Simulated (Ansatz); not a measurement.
**Question.** Re (dhcp (α-La type), P6_3/mmc) is relaxed with LDA in the plane-wave PAW code Ansatz. What lattice parameters of the conventional cell result?

**Answer.** a = 2.738 Å, c = 8.824 Å.

The workflow started from a Materials Project entry (that database holds measured and hypothetical structures alike). Its sites differ from those of the usual phase in this space group: another stacking or structure type. Symmetry was held in the LDA relaxation; of distortions, only those at the zone centre were tested. The run is not spin-polarised. Axis ratios of metals converge slowly with the k-mesh, so a and c are less sure than the volume. Scalar-relativistic: spin–orbit coupling is off unless named, which matters more the heavier the elements.

Potentials: the later of the program's two PAW sets.
